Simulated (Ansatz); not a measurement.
**TiAs: distorted cells**

Computed with Ansatz 0.2.0, DFT PBEsol, scalar-relativistic, plane waves, PAW.

Cutoff 420 eV; k points 15×15×8 on the computed 4-atom cell (Γ-centred); Gaussian smearing, width 0.10 eV; no spin polarisation.

Reference cell:

```
Ti As
1.0
     3.68019    0.00000    0.00000
    -1.84009    3.18714    0.00000
     0.00000    0.00000    6.02367
Ti As
2 2
Direct
  0.00000 0.00000 0.50000
  0.00000 0.00000 0.00000
  0.66667 0.33333 0.75000
  0.33333 0.66667 0.25000
```

Each variant moves atoms of this cell by the vectors given, if any (Å), and then applies a symmetric strain (tensor components, Cartesian axes). The reference cell isn't relaxed at this level. Energies are per atom at zero smearing, counted from the lowest variant. Pressure is positive in compression.

1. strain (xx yy zz yz xz xy, %) -4.88 -4.88 -1.88 0.00 0.00 0.00; moves: Ti1 (0.000, 0.000, -0.250); Ti2 (0.000, 0.000, -0.250); As3 (0.000, 0.000, 0.250); As4 (0.000, 0.000, 0.250)
2. strain (xx yy zz yz xz xy, %) 0.78 0.78 -2.21 0.00 0.00 0.00
3. strain (xx yy zz yz xz xy, %) 0.36 0.36 6.37 0.00 0.00 0.00
4. strain (xx yy zz yz xz xy, %) -0.97 -0.97 8.03 0.00 0.00 0.00

```json
{"variant": "1", "ΔE (meV/atom)": "699.3", "P (GPa)": "31.78", "largest force (eV/Å)": "5.15", "space group": "P6_3mc"}
{"variant": "2", "ΔE (meV/atom)": "0.0", "P (GPa)": "-2.30", "largest force (eV/Å)": "0.00", "space group": "P6_3/mmc"}
{"variant": "3", "ΔE (meV/atom)": "62.6", "P (GPa)": "-11.03", "largest force (eV/Å)": "0.00", "space group": "P6_3/mmc"}
{"variant": "4", "ΔE (meV/atom)": "58.8", "P (GPa)": "-10.47", "largest force (eV/Å)": "0.00", "space group": "P6_3/mmc"}
```